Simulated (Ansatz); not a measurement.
PbS (rock salt) was relaxed and computed twice in Ansatz (plane waves, PAW), once with PBE and once with r²SCAN.

```json
[
 {"": "cell", "run 1": "a = b = c = 6.0087 Å, α = β = γ = 90.00°", "run 2": "a = 5.974 Å, b = 5.974 Å, c = 5.974 Å, α = 90.00°, β = 90.00°, γ = 90.00°"},
 {"": "gap (eV)", "run 1": "0.49", "run 2": "0.69"},
 {"": "ΔH_f (eV/atom)", "run 1": "-0.55", "run 2": "-0.66"},
 {"": "B₀ by P(V) fit (GPa)", "run 1": "52.8", "run 2": "57.8"},
 {"": "K_Hill (GPa)", "run 1": "52.9", "run 2": "57.9"},
 {"": "G_Hill (GPa)", "run 1": "30.3", "run 2": "32.3"},
 {"": "electron conductivity mass (mₑ)", "run 1": "0.16", "run 2": "0.17"},
 {"": "Θ_D (K)", "run 1": "224", "run 2": "231"}
]
```

Question: Which run used which functional?

Answer: Run 1 is PBE, run 2 is r²SCAN.

All cells were relaxed under the symmetry of their starts (and spin orders); stability against distortions was not tested throughout. Spin–orbit coupling is left out wherever it is not named.

Potentials: the later of the program's two PAW sets.

Ansatz (a first-principles code) is a plane-wave DFT program.

Formation energies count from the lowest solids of the elements computed at the same level, not from gases.
